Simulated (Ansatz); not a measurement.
**Fields on a plane of SnPd (space group Pnma)**

```xyz
8
Lattice="6.0768 0.0000 0.0000 0.0000 3.8715 0.0000 0.0000 0.0000 6.2848" Properties=species:S:1:pos:R:3 pbc="T T T"
Sn     4.9233     2.9036     3.7311
Sn     1.1535     0.9679     2.5537
Sn     4.1919     0.9679     0.5887
Sn     1.8849     2.9036     5.6961
Pd     6.0098     2.9036     1.1739
Pd     0.0670     0.9679     5.1109
Pd     3.1054     0.9679     4.3163
Pd     2.9714     2.9036     1.9685
```

The slice is a (1 0 -1) plane (indices of the conventional cell) through the point (0.310, 0.750, 0.906) (fractional), spanned by u = [010] and v = [101] in vectors of this cell: u (3.87 Å) and v (8.74 Å, at 90° to u). It covers one period; positions are fractions (u, v).

Atoms on it: Sn at (0.00, 0.00). Other atoms lie within 1 Å of the plane.

The numbers are results of LDA (plane waves to 420 eV, PAW, scalar-relativistic; Ansatz, a program for electronic structure), not measurements. k mesh 8×12×8. Inside the PAW spheres the values are not all-electron values, and peaks at nuclei hang on which shells count as valence. SnPd is run without spin polarisation. SnPd was relaxed with its symmetry unable to fall.

```
|x38966983|
|889755798|
|787577578|
|456699665|
|567677676|
|889877898|
|889977998|
|788744788|
|887400478|
|887200278|
|986311368|
|557777775|
|558988985|
|869888896|
|769988996|
|779988997|
|999777799|
|888633688|
|x38744783|
|xx886688x|
```
Scale: ten equal steps from 0.05 (start of '0') to 0.35 (end of '9'), in the order '0123456789'. Values: electron localisation function (ELF). The map has 9 points along u (one character each, u = 0 at the left) and 20 along v (v = 0 in the bottom row). Points within 0.5 Å of a nucleus are blanked (x), as the pseudised field means little there.

```
|%%##==::::::::==##|
|====--::----::--==|
|::::::--====--::::|
|....::--++++--::..|
|....::--====--::..|
|::::::::::::::::::|
|==--::::....::::--|
|++==::........::==|
|==--::..    ..::--|
|--::..        ..::|
|::::..        ..::|
|::::::........::::|
|----::--------::--|
|==------====------|
|--------====------|
|::::::::----::::::|
|::::::........::::|
|====::........::==|
|%%##==::....::==##|
|@@%%==::....::==%%|
```
Scale: ten equal steps from -1.28 (start of ' ') to 1.22 (end of '@'), in the order ' .:-=+*#%@'. Values: log₁₀ of the valence density in e/Å³. The map has 9 points along u (two characters each, u = 0 at the left) and 20 along v (v = 0 in the bottom row). The scale is logarithmic, as a density can span decades between atoms and voids.
